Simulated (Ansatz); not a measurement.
Relaxed-ion elastic tensor of MoS2 in space group R3m (No. 160; Mo on 3a, S on 3a, S on 3a) in GPa (Voigt order), DFT-r²SCAN+D4 in the program Ansatz with PAW potentials; density 4.89 g/cm³, 18.13 Å³ per atom.

```
 231  61.2  11.4   3.3   0.0   0.0
61.2   231  11.4  -3.3   0.0   0.0
11.4  11.4  40.2   0.0   0.0   0.0
 3.3  -3.3   0.0  14.1   0.0   0.0
 0.0   0.0   0.0   0.0  14.1   3.3
 0.0   0.0   0.0   0.0   3.3  84.9
```

Problem. Is the crystal mechanically stable?

Solution. Yes: the smallest eigenvalue of C is 13.9 GPa.

Problem. Work out the Voigt, Reuss and Hill averages.

Solution. K_V = 74.4, K_R = 35.1, K_H = 54.8; G_V = 50.5, G_R = 24.3, G_H = 37.4 GPa.

Problem. Give Young's modulus, Poisson's ratio, Pugh's ratio and the universal anisotropy index.

Solution. E = 9KG/(3K + G) = 91.4 GPa; ν = 0.22; K/G = 1.47 (brittle by the Pugh limit of 1.75); A_U = 5G_V/G_R + K_V/K_R − 6 = 6.51.

Problem. Estimate the sound speeds and the Debye temperature.

Solution. v_l = √((K + 4G/3)/ρ) = 4630 m/s, v_t = √(G/ρ) = 2770 m/s, mean 3060 m/s; Θ = (h/k)(3n/4πV)^(1/3) v_m = 347 K.

Problem. Solve the Christoffel equation for the three sound speeds along x, y, z.

Solution. Eigenvalues of C_ijkl n_j n_l equal ρv² (piezoelectric stiffening left out). In km/s, slowest first: x 1.69, 4.17, 6.87; y 1.69, 4.17, 6.87; z 1.70, 1.70, 2.87.

Problem. How much does each axis shrink under pressure?

Solution. Linear compressibilities β_i = Σ_j S_ij (j = 1 to 3): x 2.5, y 2.5, z 23 per TPa.

Symmetry was held in the r²SCAN+D4 relaxation. No spin polarisation was allowed.

Potentials: the earlier of the program's two PAW sets.
